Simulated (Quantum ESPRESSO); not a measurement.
Band energies of MoF6

```xyz
7
Lattice="-3.1673 3.1673 3.1673 3.1673 -3.1673 3.1673 3.1673 3.1673 -3.1673" Properties=species:S:1:pos:R:3 pbc="T T T"
F      0.0000     0.0000     4.5019
F      0.0000     0.0000     1.8328
F      4.5019     0.0000     0.0000
F      1.8328     0.0000     0.0000
F      0.0000     4.5019     0.0000
F      0.0000     1.8328     0.0000
Mo     0.0000     0.0000     0.0000
```

norm-conserving PBEsol (Quantum ESPRESSO, 84 Ry, no spin-orbit coupling); path ΓHNΓPH,PN; energies in eV from the valence-band maximum.

| k (1/Å) | point | band 24 | band 25 | band 26 | band 27 | band 28 | band 29 | band 30 | band 31 |
|---|---|---|---|---|---|---|---|---|---|
| 0.00 | Γ | -0.38 | -0.38 | 0.00 | 0.00 | 0.00 | 4.42 | 4.42 | 4.42 |
| 0.20 |  | -0.38 | -0.38 | -0.02 | -0.02 | 0.00 | 4.41 | 4.41 | 4.42 |
| 0.40 |  | -0.40 | -0.40 | -0.07 | -0.07 | -0.01 | 4.38 | 4.38 | 4.42 |
| 0.60 |  | -0.43 | -0.43 | -0.08 | -0.08 | -0.02 | 4.38 | 4.38 | 4.42 |
| 0.79 |  | -0.46 | -0.46 | -0.05 | -0.05 | -0.03 | 4.41 | 4.41 | 4.42 |
| 0.99 | H | -0.46 | -0.46 | -0.04 | -0.04 | -0.04 | 4.42 | 4.42 | 4.42 |
| 1.23 |  | -0.57 | -0.45 | -0.06 | -0.05 | -0.05 | 4.40 | 4.40 | 4.42 |
| 1.46 |  | -0.64 | -0.42 | -0.12 | -0.08 | -0.07 | 4.34 | 4.34 | 4.43 |
| 1.69 | N | -0.64 | -0.40 | -0.16 | -0.10 | -0.08 | 4.31 | 4.31 | 4.43 |
| 1.87 |  | -0.67 | -0.40 | -0.13 | -0.08 | -0.07 | 4.33 | 4.33 | 4.43 |
| 2.04 |  | -0.60 | -0.39 | -0.07 | -0.04 | -0.04 | 4.37 | 4.37 | 4.43 |
| 2.22 |  | -0.45 | -0.38 | -0.02 | -0.01 | -0.01 | 4.41 | 4.41 | 4.42 |
| 2.39 | Γ | -0.38 | -0.38 | 0.00 | 0.00 | 0.00 | 4.42 | 4.42 | 4.42 |
| 2.74 |  | -0.55 | -0.55 | -0.05 | -0.05 | -0.04 | 4.37 | 4.37 | 4.42 |
| 2.91 |  | -0.66 | -0.66 | -0.10 | -0.10 | -0.09 | 4.33 | 4.33 | 4.40 |
| 3.08 |  | -0.64 | -0.64 | -0.14 | -0.14 | -0.13 | 4.31 | 4.31 | 4.36 |
| 3.25 | P | -0.64 | -0.64 | -0.15 | -0.15 | -0.15 | 4.32 | 4.32 | 4.32 |
| 3.40 |  | -0.66 | -0.62 | -0.14 | -0.14 | -0.14 | 4.29 | 4.34 | 4.34 |
| 3.54 |  | -0.68 | -0.62 | -0.12 | -0.12 | -0.12 | 4.30 | 4.37 | 4.37 |
| 3.68 |  | -0.62 | -0.61 | -0.09 | -0.09 | -0.09 | 4.33 | 4.39 | 4.39 |
| 3.83 |  | -0.62 | -0.54 | -0.06 | -0.06 | -0.06 | 4.37 | 4.41 | 4.41 |
| 3.97 |  | -0.51 | -0.49 | -0.04 | -0.04 | -0.04 | 4.41 | 4.42 | 4.42 |
| 4.11 | H | -0.46 | -0.46 | -0.04 | -0.04 | -0.04 | 4.42 | 4.42 | 4.42 |
| 4.11 | P | -0.64 | -0.64 | -0.15 | -0.15 | -0.15 | 4.32 | 4.32 | 4.32 |
| 4.28 |  | -0.64 | -0.63 | -0.15 | -0.13 | -0.13 | 4.30 | 4.32 | 4.36 |
| 4.61 | N | -0.64 | -0.40 | -0.16 | -0.10 | -0.08 | 4.31 | 4.31 | 4.43 |

The PBEsol gap is indirect, 4.29 eV, from Γ to 17 % of the way from P to H; the smallest direct gap is 4.39 eV. Another conduction extremum on the path lies within 0.02 eV, too close to call.

Spin-orbit splittings are left out.

Geometry of the Materials Project entry, not relaxed at this level.

The structure is a Materials Project entry; no match was found in the copy of COD used, and its stability was not checked.
